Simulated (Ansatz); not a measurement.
GaN (zinc blende)

```
GaN
1.0
    0.00000     4.49817     4.49817
    2.24908     2.24908     4.49817
    2.24908     2.24908     0.00000
N Ga
2 2
Cartesian
  3.37363   3.37363   3.37363
  3.37363   5.62271   5.62271
  0.00000   0.00000   0.00000
  2.24908   4.49817   2.24908
```

The atoms are displaced by Q × the pattern below (from a DFPT mode at X = (0.5, 0.5, 0.0), largest move 1; Q in Å), at fixed cell. It is one choice among 2 degenerate patterns. (q is in reciprocal vectors of the primitive cell; the cell shown is doubled to hold the pattern.)

```csv
atom,x,y,z
N1,0.579,0.000,0.000
N2,-0.579,0.000,0.000
Ga3,0.000,1.000,0.000
Ga4,0.000,-1.000,0.000
```

Method: r2SCAN (plane waves to 500 eV, PAW, scalar-relativistic; Ansatz, a quantum-chemistry and plane-wave program). k mesh 13×13×13 (Γ-centred), Fermi-Dirac smearing 0.05 eV. GaN was relaxed with its symmetry unable to fall. The PAW data are Ansatz's earlier set. 

```csv
Q (Å),−dE/dQ from forces (eV/Å)
-0.100,2.056
-0.083,1.718
-0.067,1.377
-0.050,1.034
-0.033,0.690
-0.017,0.346
0.000,0.000
0.017,-0.346
0.033,-0.690
0.050,-1.034
0.067,-1.377
0.083,-1.718
0.100,-2.056
```

Task: What harmonic wavenumber does the curvature at Q = 0 give?

Result: 195 cm⁻¹. E″ = 20.73 eV/Å², M = Σ mᵢ|uᵢ|² = 148.8 u, ν̃ = 521.5·√(|E″|/M).

(For displaced atoms, the force is minus the slope of the energy, and its curvature is a force constant, which sets phonon frequencies.)
